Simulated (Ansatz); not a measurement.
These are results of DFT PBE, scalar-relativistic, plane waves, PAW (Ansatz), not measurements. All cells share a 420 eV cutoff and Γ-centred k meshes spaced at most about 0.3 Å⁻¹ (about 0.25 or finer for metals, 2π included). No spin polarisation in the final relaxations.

Temperature and zero-point effects are left out.

Compare these two cells of HfBF, each relaxed at this level.

1.

```
CELL_PARAMETERS angstrom
3.78191 0.00000 0.00000
0.00000 3.78191 0.00000
0.00000 0.00000 6.12300
ATOMIC_POSITIONS crystal
Hf 0.00000 0.00000 0.75000
Hf 0.00000 0.00000 0.25000
B 0.50000 0.00000 0.50000
B 0.00000 0.50000 0.00000
F 0.50000 0.50000 0.00000
F 0.50000 0.50000 0.50000
```

2.

```
CELL_PARAMETERS angstrom
4.44495 0.00000 0.00000
0.00000 4.44495 0.00000
0.00000 0.00000 4.22809
ATOMIC_POSITIONS crystal
Hf 0.50000 0.50000 0.00000
Hf 0.00000 0.00000 0.00000
B 0.50000 0.00000 0.25591
B 0.00000 0.50000 0.74409
F 0.00000 0.50000 0.37792
F 0.50000 0.00000 0.62208
```

Problem. Which would you expect to be lower, and how large is the difference?

Solution. Cell 2 is lower, by 276 meV/atom. Cell 1 has space group P4_2/mmc (No. 131), 14.6 Å³/atom and no gap on its mesh; cell 2 has space group P4/nmm (No. 129), 13.9 Å³/atom and no gap. The shortest distance is 1.89 Å (B–F) in cell 1 and 1.55 Å (B–F) in cell 2. The denser one is the lower, and pressure would at first widen the difference. In cell 1, around Hf lie 4 B at 2.43 Å, 2 Hf at 3.06 Å and 8 F at 3.08 Å; B is surrounded by 2 F at 1.89 Å and 4 Hf at 2.43 Å; F has 2 B at 1.89 Å. In cell 2, around Hf lie 4 B at 2.47 Å, 4 F at 2.74 Å and 4 Hf at 3.14 Å; B has 1 F at 1.55 Å and 4 Hf at 2.47 Å; around F lie 1 B at 1.55 Å, 1 B at 2.68 Å and 4 Hf at 2.74 Å. Both come from invented guesses. A third cell relaxed alike, in P4/nmm, lies 0.53 eV/atom below the lower of the two.

These runs have no spin–orbit coupling, which can matter for Hf. Cells relaxed within their symmetry can be saddle points.
